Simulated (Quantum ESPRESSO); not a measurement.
# PdGa5CuTi: input and log of a self-consistent run

Computed values, not a measurement. The program is pw.x of Quantum ESPRESSO 7.5 (plane-wave density functional theory). The cell is made up: eight metal atoms on a face-centred cubic lattice, with elements, volume, strain and displacements drawn at random and not relaxed, so it may be unstable or far from any real phase. PseudoDojo standard norm-conserving files set the functional (PBE unless stated); there is no spin polarisation or spin-orbit coupling, the Fermi-Dirac width of 0.25 eV means electrons at about 2900 K, and the masses in the input are unused placeholders. The copper pseudopotential is less sure than most, with forces differing by about three percent and pressure by about two GPa from a second method on plain copper. A spin test at this wide smearing found no moment, but such smearing suppresses magnetism that the real alloy may have.

Input:

```
&control calculation='scf', pseudo_dir='./dojo.nc.sr.pbe.v0_5.standard.upf', outdir='./o', disk_io='minimal', tprnfor=.true., tstress=.true. /
&system ibrav=0, nat=8, ntyp=4, nbnd=67, ecutwfc=92.02030273, nosym=.true., tot_charge=0,
 occupations='smearing', smearing='fd', degauss=0.0183746611
/
&electrons conv_thr=1.470e-08, electron_maxstep=70, mixing_beta=0.5 /
ATOMIC_SPECIES
Cu 1.0 Cu.upf
Ga 1.0 Ga.upf
Pd 1.0 Pd.upf
Ti 1.0 Ti.upf
CELL_PARAMETERS angstrom
0.0 0.0 -4.0043
4.0043 0.0 0.0
0.0 -8.0086 0.0
ATOMIC_POSITIONS angstrom
Pd -0.0177 -0.083 0.0098
Ga 0.1163 -4.0102 -0.0251
Ga 2.0264 -2.1165 -0.1736
Ga 1.9554 -5.8323 0.0002
Cu -0.1008 -1.916 -1.867
Ga 0.0542 -6.0839 -1.9203
Ga 2.1585 -0.0197 -1.9995
Ti 1.9803 -4.0145 -1.9825
K_POINTS automatic
6 6 3 1 1 1
```

The log is shortened where brackets say so; the opening notice, blank lines, dates and the lines on written files are dropped, and the path of the files is cut. It prints rydbergs, bohrs and kilobars, and counts compression as positive stress. Its total energy is the free energy E - TS of the whole cell.

```
     Program PWSCF v.7.5
     Parallel version (MPI & OpenMP), running on       4 processor cores
     Number of MPI processes:                 4
     Threads/MPI process:                     1
     [start-up lines left out]
     bravais-lattice index     =            0
     lattice parameter (alat)  =       7.5670  a.u.
     unit-cell volume          =     866.5755 (a.u.)^3
     number of atoms/cell      =            8
     number of atomic types    =            4
     number of electrons       =       114.00
     number of Kohn-Sham states=           67
     kinetic-energy cutoff     =      92.0203  Ry
     charge density cutoff     =     368.0812  Ry
     scf convergence threshold =      1.5E-08
     mixing beta               =       0.5000
     number of iterations used =            8  plain     mixing
     Exchange-correlation= PBE
                           (   1   4   3   4   0   0   0)
     [axes and pseudopotential details left out]
   Cartesian axes
     site n.     atom                  positions (alat units)
         1        Pd     tau(   1) = (  -0.0044202  -0.0207277   0.0024474  )
         2        Ga     tau(   2) = (   0.0290438  -1.0014734  -0.0062683  )
         3        Ga     tau(   3) = (   0.5060560  -0.5285568  -0.0433534  )
         4        Ga     tau(   4) = (   0.4883251  -1.4565093   0.0000499  )
         5        Cu     tau(   5) = (  -0.0251729  -0.4784856  -0.4662488  )
         6        Ga     tau(   6) = (   0.0135354  -1.5193417  -0.4795595  )
         7        Ga     tau(   7) = (   0.5390455  -0.0049197  -0.4993382  )
         8        Ti     tau(   8) = (   0.4945434  -1.0025473  -0.4950928  )
     number of k points=    54  Fermi-Dirac smearing, width (Ry)=  0.0184
                       cart. coord. in units 2pi/alat
        k(    1) = (   0.0833333  -0.0833333  -0.0833333), wk =   0.0370370
        k(    2) = (   0.0833333   0.2500000  -0.0833333), wk =   0.0370370
     [further k points left out]
     Dense  grid:   103305 G-vectors     FFT dimensions: (  48,  48,  96)
     Estimated max dynamical RAM per process >     354.04 MB
     Estimated total dynamical RAM >       1.31 GB
     Initial potential from superposition of free atoms
     starting charge     113.9845, renormalised to     114.0000
     Starting wfcs are   74 randomized atomic wfcs
     total cpu time spent up to now is        7.1 secs
     per-process dynamical memory:   275.9 Mb
     Self-consistent Calculation
     iteration #  1     ecut=    92.02 Ry     beta= 0.50
     Davidson diagonalization with overlap
     ethr =  1.00E-02,  avg # of iterations =  3.6
     total cpu time spent up to now is       24.1 secs
     total energy              =   -1520.17816680 Ry
     estimated scf accuracy    <      19.82333982 Ry
     iteration #  2     ecut=    92.02 Ry     beta= 0.50
     Davidson diagonalization with overlap
     ethr =  1.00E-02,  avg # of iterations =  4.8
     total cpu time spent up to now is       41.1 secs
     total energy              =   -1525.20018787 Ry
     estimated scf accuracy    <     126.32358450 Ry
     iteration #  3     ecut=    92.02 Ry     beta= 0.50
     Davidson diagonalization with overlap
     ethr =  1.00E-02,  avg # of iterations =  4.2
     total cpu time spent up to now is       56.0 secs
     total energy              =   -1534.45524176 Ry
     estimated scf accuracy    <      10.57676796 Ry
     iteration #  4     ecut=    92.02 Ry     beta= 0.50
     Davidson diagonalization with overlap
     ethr =  9.28E-03,  avg # of iterations =  1.3
     total cpu time spent up to now is       66.3 secs
     total energy              =   -1534.40438358 Ry
     estimated scf accuracy    <       6.54984721 Ry
     iteration #  5     ecut=    92.02 Ry     beta= 0.50
     Davidson diagonalization with overlap
     ethr =  5.75E-03,  avg # of iterations =  1.1
     total cpu time spent up to now is       76.5 secs
     total energy              =   -1533.67417949 Ry
     estimated scf accuracy    <       5.16841216 Ry
     [iterations 6 to 14 left out]
     iteration # 15     ecut=    92.02 Ry     beta= 0.50
     Davidson diagonalization with overlap
     ethr =  1.90E-06,  avg # of iterations =  1.8
     total cpu time spent up to now is      198.7 secs
     total energy              =   -1533.78287811 Ry
     estimated scf accuracy    <       0.00016780 Ry
     iteration # 16     ecut=    92.02 Ry     beta= 0.50
     Davidson diagonalization with overlap
     ethr =  1.47E-07,  avg # of iterations =  3.9
     total cpu time spent up to now is      210.9 secs
     total energy              =   -1533.78290252 Ry
     estimated scf accuracy    <       0.00001255 Ry
     iteration # 17     ecut=    92.02 Ry     beta= 0.50
     Davidson diagonalization with overlap
     ethr =  1.10E-08,  avg # of iterations =  2.7
     total cpu time spent up to now is      222.1 secs
     total energy              =   -1533.78290027 Ry
     estimated scf accuracy    <       0.00001557 Ry
     iteration # 18     ecut=    92.02 Ry     beta= 0.50
     Davidson diagonalization with overlap
     ethr =  1.10E-08,  avg # of iterations =  2.0
     total cpu time spent up to now is      232.7 secs
     total energy              =   -1533.78290151 Ry
     estimated scf accuracy    <       0.00000004 Ry
     iteration # 19     ecut=    92.02 Ry     beta= 0.50
     Davidson diagonalization with overlap
     ethr =  3.34E-11,  avg # of iterations =  5.5
     total cpu time spent up to now is      246.4 secs
     End of self-consistent calculation
     [lines on levels left out]
!    total energy              =   -1533.78290152 Ry
     estimated scf accuracy    <          9.2E-09 Ry
     smearing contrib. (-TS)   =      -0.05560769 Ry
     internal energy E=F+TS    =   -1533.72729382 Ry
     The total energy is F=E-TS. E is the sum of the following terms:
     one-electron contribution =    -647.99393735 Ry
     hartree contribution      =     416.17209247 Ry
     xc contribution           =    -315.99856495 Ry
     ewald contribution        =    -985.90688399 Ry
     convergence has been achieved in  19 iterations
     Forces acting on atoms (cartesian axes, Ry/au):
     atom    1 type  3   force =     0.01118010    0.02632980    0.01056493
     atom    2 type  2   force =    -0.03857742    0.04442075    0.01374847
     atom    3 type  2   force =    -0.00334059    0.03168008    0.03358065
     atom    4 type  2   force =     0.02020310   -0.04650685    0.01032662
     atom    5 type  1   force =     0.01425445   -0.02163868   -0.02487833
     atom    6 type  2   force =    -0.00461916   -0.00470935   -0.01220796
     atom    7 type  2   force =    -0.01923089   -0.01977548   -0.00854427
     atom    8 type  4   force =     0.02013042   -0.00980028   -0.02259010
     Total force =     0.112822     Total SCF correction =     0.000386
     Computing stress (Cartesian axis) and pressure
          total   stress  (Ry/bohr**3)                   (kbar)     P=      -13.03
  -0.00027483  -0.00001538  -0.00002055          -40.43       -2.26       -3.02
  -0.00001538   0.00022257   0.00006018           -2.26       32.74        8.85
  -0.00002055   0.00006018  -0.00021339           -3.02        8.85      -31.39
     init_run     :      6.71s CPU      7.02s WALL (       1 calls)
     electrons    :    238.01s CPU    239.36s WALL (       1 calls)
     forces       :      1.94s CPU      1.95s WALL (       1 calls)
     stress       :      6.04s CPU      6.10s WALL (       1 calls)
     [timing details left out]
     PWSCF        :   4m12.83s CPU   4m14.58s WALL
     JOB DONE.
```

In other units: free energy -20868.179 eV for the cell, pressure -1.30 GPa, largest force component 1.196 eV/Å in size. The run took 256 s of wall time with four MPI processes on a shared machine (Intel Xeon, 2023 or later, virtual cores), so the time is rough. A rerun of this cell at a higher cutoff and on a denser mesh moved values by no more than 0.007 eV in energy, 0.04 GPa in stress and 0.013 eV/Å in force, and a second program with other atomic files agreed on that cell to 2 % rms in force and 0.5 GPa in pressure.